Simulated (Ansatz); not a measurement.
# SrAs2Ir2: reading a single point

```yaml
crystal:
  lattice:
    - [2.13320, 3.69481, 0.00000]
    - [-2.13320, 3.69481, 0.00000]
    - [0.00000, 0.00000, 7.08682]
  atoms:
    - { symbol: Sr, position: [0.00000, 0.00000, 0.00000] }
    - { symbol: Ir, position: [0.33330, 0.33340, 0.63080] }
    - { symbol: Ir, position: [0.66670, 0.66660, 0.36920] }
    - { symbol: As, position: [0.33330, 0.33340, 0.25080] }
    - { symbol: As, position: [0.66670, 0.66660, 0.74920] }
```

Level: PBE, no spin polarisation; 420 eV; 9×9×5 Γ-centred mesh; fermi-dirac occupations (width 0.0592 eV); Ansatz 0.2.0, fixed geometry.

- Electronic structure: It is a metal, with about 3.8 states/eV a cell as the mean within 0.25 eV of the Fermi level, mostly Ir d (60 %) and As p (25 %).
- Formation energy: -0.29 eV an atom against the elements' usual phases (free molecules for gases, crystals otherwise, with no correction for O₂ or N₂), so it is bound against them; other compounds may still compete. Relaxing would lower it.
- Contacts: Ir–As at 2.60 Å: least valence density 0.47 e/Å³ and ELF 0.50 there. Sr–As at 3.04 Å: least valence density 0.15 e/Å³ and ELF 0.10 there. Both are smooth PAW fields, read partly inside the augmentation spheres.
- Forces: The largest is on As4 (and as large on other atoms): 2.73 eV/Å, components (0.00, 0.00, 2.73). It makes 71° with the line to a nearest neighbour, Ir3 at 2.60 Å.

Origin: a known structure type with other elements, at an estimated volume, so it need not be a known compound. Caveats: many states at the Fermi level without spin polarisation, so a magnetic state may lie lower; atoms or cell far from equilibrium.
